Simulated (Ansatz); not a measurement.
**Structure optimisation: gold, bcc**

All numbers below come from DFT, BLYP, plane waves (420 eV) with PAW, scalar-relativistic (Ansatz 0.2.0). The PAW files were generated under PBE, with cores re-solved for the functional.

k-point mesh 14×14×14, Fermi-Dirac smearing 0.1 eV, no spin polarisation. Cell and atoms relax.

Starting structure:

```cif
data_structure
_symmetry_space_group_name_H-M 'P 1'
_symmetry_Int_Tables_number 1
_cell_length_a 2.8032
_cell_length_b 2.8032
_cell_length_c 2.8032
_cell_angle_alpha 109.471
_cell_angle_beta 109.471
_cell_angle_gamma 109.471
_cell_volume 16.96
loop_
_atom_site_label
_atom_site_type_symbol
_atom_site_fract_x
_atom_site_fract_y
_atom_site_fract_z
_atom_site_occupancy
Au1 Au 0.00000 0.00000 0.00000 1
```

Question: What cell does the relaxation end in?

Answer: Im-3m with a = 3.394 Å; 19.55 Å³ per atom against 16.96 at the start (15.3 %).

Question: How much energy does the relaxation gain?

Answer: 146.6 meV per atom.
